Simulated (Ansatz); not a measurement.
Input:

AlAu₄:
```
CELL_PARAMETERS angstrom
      6.97675     0.00000     0.00000
      0.00000     6.97675     0.00000
      0.00000     0.00000     6.97675
ATOMIC_POSITIONS crystal
  Al 0.06430 0.06430 0.06430
  Al 0.43570 0.93570 0.56430
  Al 0.56430 0.43570 0.93570
  Al 0.93570 0.56430 0.43570
  Au 0.68311 0.68311 0.68311
  Au 0.81689 0.31689 0.18311
  Au 0.18311 0.81689 0.31689
  Au 0.31689 0.18311 0.81689
  Au 0.78455 0.94861 0.38689
  Au 0.71545 0.05139 0.88689
  Au 0.28455 0.55139 0.61311
  Au 0.21545 0.44861 0.11311
  Au 0.38689 0.78455 0.94861
  Au 0.88689 0.71545 0.05139
  Au 0.61311 0.28455 0.55139
  Au 0.11311 0.21545 0.44861
  Au 0.94861 0.38689 0.78455
  Au 0.05139 0.88689 0.71545
  Au 0.55139 0.61311 0.28455
  Au 0.44861 0.11311 0.21545
```

This is the r²SCAN-relaxed structure.

### Question
All from DFT-r²SCAN in the program Ansatz with PAW potentials, unless another level is named. Estimate the formation energy from the elements (no fitted shifts).

### Answer
-21 kJ/mol-atom.

### Question
And the density of states at the Fermi level?

### Answer
0.30 states/eV per atom (mean over ±0.08 eV).

### Question
What about the gap with spin–orbit coupling?

### Answer
none (metallic).

Space group P2_13. The first step of the workflow began from a Materials Project structure, measured or hypothetical; the Crystallography Open Database files this formula in space group No. 198, but the cells were not matched. Its standing as an ambient phase is unchecked. The cell was relaxed with r²SCAN under the symmetry of its start; its stability against distortions is not shown here. The references are the lowest solids computed at this level, not always the standard phases. Spin–orbit coupling is left out wherever it is not named.

Potentials: the later of the program's two PAW sets.
